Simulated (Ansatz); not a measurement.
**Two-dimensional strain map in CaC2**

Theory: Ansatz 0.2.0, DFT PBEsol, scalar-relativistic, plane waves, PAW. The runs took a 420 eV cutoff, a Γ-centred 10×10×10 mesh and Gaussian smearing (0.05 eV). No spin polarisation. Energies are free energies at this smearing, counted from the undisturbed cell; pressure is positive in compression.

The undisturbed cell (as given, not relaxed at this level; it stands at -1.4 GPa, and it needn't be the usual structure):

```
Ca C
1.0
    -1.93430    1.93430    3.20211
     1.93430   -1.93430    3.20211
     1.93430    1.93430   -3.20211
Ca C
1 2
Cartesian
  0.0000 0.0000 0.0000
  0.0000 0.0000 3.8290
  0.0000 0.0000 2.5752
```

The cell is strained by p along both x and y and by q along z, fractional coordinates fixed. Points are written (p, q).

Energy above the undisturbed cell in meV/atom (a dash: not computed):

```csv
p \ q,-0.050,-0.025,0.000,0.025,0.050
-0.050,99.9,37.2,17.3,31.9,73.8
-0.025,79.5,17.7,-0.9,?,58.4
0.000,77.9,17.3,0.0,17.4,?
0.025,90.7,31.5,15.7,?,81.2
0.050,114.4,56.7,?,63.0,111.3
```

Fill in the withheld energies.

(-0.025, 0.025): 15.0; (0.000, 0.050): 62.4; (0.025, 0.025): 34.6; (0.050, 0.000): 42.4.